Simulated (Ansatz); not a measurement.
GaMo$_{3}$N (anti-perovskite, space group No. 221), r²SCAN (plane waves, PAW; program Ansatz), all energies at zero smearing, with the estimated change up to a 700 eV cutoff added, with one set of potentials and settings (totals compare only within such a set). Cell of 5 atoms (1 Ga, 3 Mo, 1 N): -19078.856 eV.

| element | reference phase | E (eV/atom) |
|---|---|---|
| Ga | Cmce, 4 atoms in the cell | -3790.2722 |
| Mo | Im-3m, 1 atoms in the cell | -4967.6249 |
| N | Pa-3, 8 atoms in the cell | -384.8341 |

Formation energy per atom, worked out: (-19078.856 − 1×(-3790.2722) − 3×(-4967.6249) − 1×(-384.8341))/5 = -0.175 eV/atom (-17 kJ per mol of atoms), at 0 K, without zero-point energy or fitted corrections.

Space group Pm-3m (anti-perovskite). The start of the workflow was typed in or built on a structure type; neither database checked (COD, Materials Project) lists it. Its standing as an ambient phase is unchecked. The cell was relaxed with r²SCAN under the symmetry of its start; its stability against distortions is not shown here. The workflow began spin-polarised and lost its moments. The references are the lowest solids computed at this level, not always the standard phases (solids in place of the gases).

Potentials: the earlier of the program's two PAW sets.
